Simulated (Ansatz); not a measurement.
Level of theory: DFT PBE, scalar-relativistic, plane waves, PAW in Ansatz 0.2.0. Settings: cutoff 420 eV, Γ-centred meshes spaced at most about 0.3 Å⁻¹, and about 0.25 Å⁻¹ or finer for metals (2π included), Gaussian smearing. No spin polarisation in the final relaxations.

Temperature and zero-point effects are left out.

Two forms of Si4B were relaxed alike.

1.

```yaml
crystal:
  lattice:
    - [4.92265, 0.00000, 0.00000]
    - [-2.46132, 4.26314, 0.00000]
    - [0.00000, 0.00000, 3.92871]
  atoms:
    - { symbol: Si, position: [0.50000, 0.00000, 0.00000] }
    - { symbol: Si, position: [0.00000, 0.50000, 0.00000] }
    - { symbol: Si, position: [0.50000, 0.50000, 0.00000] }
    - { symbol: Si, position: [0.00000, 0.00000, 0.50000] }
    - { symbol: B, position: [0.00000, 0.00000, 0.00000] }
```

2.

```yaml
crystal:
  lattice:
    - [4.12633, 0.00000, 0.00000]
    - [0.00000, 4.12633, 0.00000]
    - [0.00000, 0.00000, 4.12633]
  atoms:
    - { symbol: Si, position: [0.00000, 0.00000, 0.00000] }
    - { symbol: Si, position: [0.50000, 0.50000, 0.00000] }
    - { symbol: Si, position: [0.50000, 0.00000, 0.50000] }
    - { symbol: Si, position: [0.00000, 0.50000, 0.50000] }
    - { symbol: B, position: [0.50000, 0.50000, 0.50000] }
```

Question: Which would you expect to be lower, and how large is the difference?

Answer: Cell 2 is lower, by 273 meV/atom. Cell 1 has space group P6/mmm (No. 191), 16.5 Å³/atom and no gap on its mesh; cell 2 has space group Pm-3m (No. 221), 14.1 Å³/atom and no gap. Counting Si atoms around B (those within 1.25 times the shortest such distance or 1.15 times the sum of covalent radii, 1.27 where that leaves under three; a plus sign parts nearer from farther groups), cell 1 has B 2+6 and cell 2 has B 6. Cell 1 holds Si–Si nets (shortest 2.46 Å); in cell 2 the shortest Si–Si distance is 2.92 Å. The denser one is the lower, and pressure would at first widen the difference. Even the lower one lies +0.74 eV/atom against the reference forms of the elements (uncorrected), so neither is stable at this level. Both come from invented guesses. A third cell relaxed alike, in Im-3m, lies 130 meV/atom below the lower of the two.

A magnetic state wasn't ruled out in cells without spin, among them P6/mmm, Pm-3m. Cells relaxed within their symmetry can be saddle points.
